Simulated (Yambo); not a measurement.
Yambo run on CsLiMoO4 (space group F-43m, No. 216). The wavefunctions are norm-conserving LDA (Quantum ESPRESSO, 84 Ry, scalar-relativistic) ones on a 2×2×2 mesh (25 occupied bands); a = 5.9341 Å, b = 5.9341 Å, c = 5.9341 Å, α = 60.00°, β = 60.00°, γ = 60.00°.

Yambo input:

```
rim_cut
gw0
dyson
el_el_corr
HF_and_locXC
ppa
em1d
RandQpts= 1000000
RandGvec= 1 Ry
EXXRLvcs= 84 Ry
VXCRLvcs= 336 Ry
Chimod= "HARTREE"
% BndsRnXp
 3 | 135 |
%
NGsBlkXp= 7 Ry
% LongDrXp
 1.0 | 1.0 | 1.0 |
%
PPAPntXp= 27.2114 eV
% GbndRnge
 1 | 135 |
%
GTermKind= "BG"
DysSolver= "n"
ExtendOut
% QPkrange
 1 | 1 | 25 | 26 |
 2 | 2 | 25 | 25 |
 3 | 3 | 26 | 26 |
%
```

k points by index: 1 = Γ, 2 = L, 3 = X.

Table of the .qp output:

```
#    K-point    Band    Eo [eV]    E [eV]    E-Eo [eV]    Vxc [eV]    Vnlxc [eV]    Sc|Eo [eV]    Sc|E [eV]    dSc/dw|Eo [eV]    Re(Z)    Im(Z)
#
    1    25    -0.005103    -1.002024    -0.996921    -19.17927    -24.26492    3.806955    4.088726    -7.689940    0.779663    -0.001515
    1    26    4.487573    5.505989    1.018416    -6.986696    -3.007943    -2.822494    -2.960336    -3.682729    0.880794    -0.838606E-3
    2    25    0.000000    -0.992904    -0.992904    -19.19576    -24.28403    3.814674    4.095362    -7.691368    0.779631    -0.001489
    3    26    4.432875    6.468033    2.035158    -17.50973    -12.16528    -2.879070    -3.309289    -5.752151    0.825499    -0.713922E-3
```
(The two width columns are left out.) Convergence of these settings isn't established.

Spin-orbit coupling is not included.

Geometry of the Materials Project entry, not relaxed at this level.

The structure is a Materials Project entry; no match was found in the copy of COD used, and its stability was not checked.
